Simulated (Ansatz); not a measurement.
Input deck for Ansatz 0.2.0, then the block of the output on the nuclei.

The cell is a structure deposited in the COD whose atoms were relaxed with PBE, the cell held.

```yaml
crystal:
  lattice:
    - [4.957, 0.0, 0.0]
    - [0.0, 4.957, 0.0]
    - [0.0, 0.0, 6.8903]
  atoms:
    - { symbol: Si, position: [0.3070900602, 0.3070900602, 0.0] }
    - { symbol: Si, position: [0.1929099398, 0.8070900602, 0.25] }
    - { symbol: Si, position: [0.6929099398, 0.6929099398, 0.5] }
    - { symbol: Si, position: [0.8070900602, 0.1929099398, 0.75] }
    - { symbol: O, position: [0.235963804, 0.1200361811, 0.1869472769] }
    - { symbol: O, position: [0.3799638189, 0.735963804, 0.4369472769] }
    - { symbol: O, position: [0.764036196, 0.8799638189, 0.6869472769] }
    - { symbol: O, position: [0.6200361811, 0.264036196, 0.9369472769] }
    - { symbol: O, position: [0.735963804, 0.3799638189, 0.5630527231] }
    - { symbol: O, position: [0.8799638189, 0.764036196, 0.3130527231] }
    - { symbol: O, position: [0.264036196, 0.6200361811, 0.0630527231] }
    - { symbol: O, position: [0.1200361811, 0.235963804, 0.8130527231] }
kpoints:
  mp_grid: { grid: [4, 4, 3] }
scf:
  occupations: { method: fermi_dirac, width: 0.02 }
hamiltonian:
  xc: r2scan
  pseudopotentials: { kind: paw }
output:
  forces: true
  stress: true
  populations: true
  efg: { quadrupole_moments_barn: { O: -0.02558 }, contact_densities: true }
```

```sh
ansatz run input.yaml --threads 1 --pin off --max-ram 2560MiB --backend cpu --events-out ev --progress --plain --runs-dir out
```

Of the output, the block on the nuclei alone is shown; the set-up, the SCF iterations, energies, forces and stress are cut. One atom of each set with nearly equal values is shown.

```
--- PAW observables at the nuclei: V_zz in 10²¹ V/m², potentials from the cell's mean, atoms counted from 1 ---
  atom   1  Si V_zz =    -0.397463   η = 0.7654   by run symmetry: allowed
            electrostatic potential = -1352.847483 V   contact ρ = 12779.801696 e/Å³
  atom   5  O  V_zz =    +9.252982   η = 0.2051   by run symmetry: allowed   C_q = -5.7232 MHz
            electrostatic potential = -618.104359 V   contact ρ = 2148.691745 e/Å³
```

Hardware: 1 thread of Intel Xeon Platinum 8375C CPU @ 2.90GHz (Ice Lake) (x86_64; 16 cores open to the job, memory cap 2.5 GiB, no GPU), a shared host with a load of 0.3 a core. Wall time 17 s, CPU time 17 s, peak memory 0.77 GiB.

The largest force is 0.3 eV/Å, so the atoms aren't at the calculated equilibrium and relaxing them would move these values.
